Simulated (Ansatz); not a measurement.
# Kick test of a cell of Cd₃HgTe₄

The cell was found from a structure generator's guess, not taken from experiment.

Method: Ansatz, DFT PBE, scalar-relativistic, plane waves, PAW. Plane waves to 420 eV, a k mesh through Γ of 8×8×4 on the computed 8-atom cell and Gaussian smearing (0.01 eV); no spin polarisation.

The cell below (8 atoms, space group P-4m2 (No. 115)) is relaxed within its symmetry.

```
Cd Hg Te
1.0
     4.68735    0.00000    0.00000
     0.00000    4.68735    0.00000
     0.00000    0.00000   13.24264
Cd Hg Te
3 1 4
Direct
  0.00000 0.00000 0.74952
  0.00000 0.00000 0.25048
  0.50000 0.50000 0.50000
  0.50000 0.50000 0.00000
  0.50000 0.00000 0.87396
  0.00000 0.50000 0.12604
  0.50000 0.00000 0.37528
  0.00000 0.50000 0.62472
```

For the test it was strained at random (σ = 1.5 % a component), the atoms were moved at random (σ = 0.10 Å), and all was relaxed again on a coarse 6×6×2 mesh (in the run’s order of axes) with 0.20 eV smearing, with no symmetry imposed.

These runs have no spin–orbit coupling, which can matter for Hg and Te.

Task: What happens?

Result: It returns, within 1 meV/atom of the unmoved cell on that mesh and with the same symmetry when read at 0.1 Å (P1 at 0.01 Å, so small strains and shifts remain). No instability shows in this cell; modes of other wave vectors, which need another repeat, aren't tested.
